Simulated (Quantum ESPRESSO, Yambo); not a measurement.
# Quasiparticle gap of CdBr2

```cif
data_Br2Cd
_chemical_formula_sum 'Br2 Cd1'
_space_group_name_H-M_alt 'P 1'
_space_group_IT_number 1
_cell_length_a 6.71360
_cell_length_b 6.71360
_cell_length_c 6.71360
_cell_angle_alpha 34.638
_cell_angle_beta 34.638
_cell_angle_gamma 34.638
loop_
_space_group_symop_operation_xyz
  'x, y, z'
loop_
_atom_site_label
_atom_site_type_symbol
_atom_site_fract_x
_atom_site_fract_y
_atom_site_fract_z
_atom_site_occupancy
Br1 Br 0.75000 0.75000 0.75000 1
Br2 Br 0.25000 0.25000 0.25000 1
Cd1 Cd 0.00000 0.00000 0.00000 1
```

Cell and atoms were relaxed with PBE+D3(BJ) from Materials Project entry mp-568690, within its symmetry.

Starting point: PBEsol (Quantum ESPRESSO, PseudoDojo norm-conserving, 102 Ry, without SOC). G0W0 in Yambo: 4×4×4 Γ-centred k mesh, bands 5 to 130 and a 7 Ry block in the screening, 130 bands in G with the Bruneval-Gonze terminator, plasmon pole fitted at 27.2 eV.

- PBEsol gap along the band path = 2.63 eV
- PBEsol gap between the mesh's edge points (F → Γ) = 2.66 eV
- G0W0 gap between the same points = 4.40 eV
- PBEsol smallest direct gap on the mesh (at Γ) = 2.81 eV
- G0W0 direct gap at that point = 4.53 eV

```json
[
 {"k point": "Γ", "band": "VB", "E PBEsol (eV)": "-0.14", "E QP (eV)": "-1.22", "shift (eV)": "-1.08", "Z": "0.80"},
 {"k point": "Γ", "band": "CB", "E PBEsol (eV)": "2.66", "E QP (eV)": "3.31", "shift (eV)": "0.65", "Z": "0.83"},
 {"k point": "L", "band": "VB", "E PBEsol (eV)": "-0.36", "E QP (eV)": "-1.47", "shift (eV)": "-1.11", "Z": "0.80"},
 {"k point": "L", "band": "CB", "E PBEsol (eV)": "3.98", "E QP (eV)": "4.87", "shift (eV)": "0.90", "Z": "0.83"},
 {"k point": "F", "band": "VB", "E PBEsol (eV)": "0.00", "E QP (eV)": "-1.09", "shift (eV)": "-1.09", "Z": "0.80"},
 {"k point": "F", "band": "CB", "E PBEsol (eV)": "3.32", "E QP (eV)": "4.10", "shift (eV)": "0.78", "Z": "0.83"},
 {"k point": "Z", "band": "VB", "E PBEsol (eV)": "-0.01", "E QP (eV)": "-1.08", "shift (eV)": "-1.06", "Z": "0.80"},
 {"k point": "Z", "band": "CB", "E PBEsol (eV)": "3.97", "E QP (eV)": "4.76", "shift (eV)": "0.79", "Z": "0.82"}
]
```

Energies count from the PBEsol valence-band maximum.

Convergence of the G0W0 settings was not tested.

Spin-orbit splittings are left out.
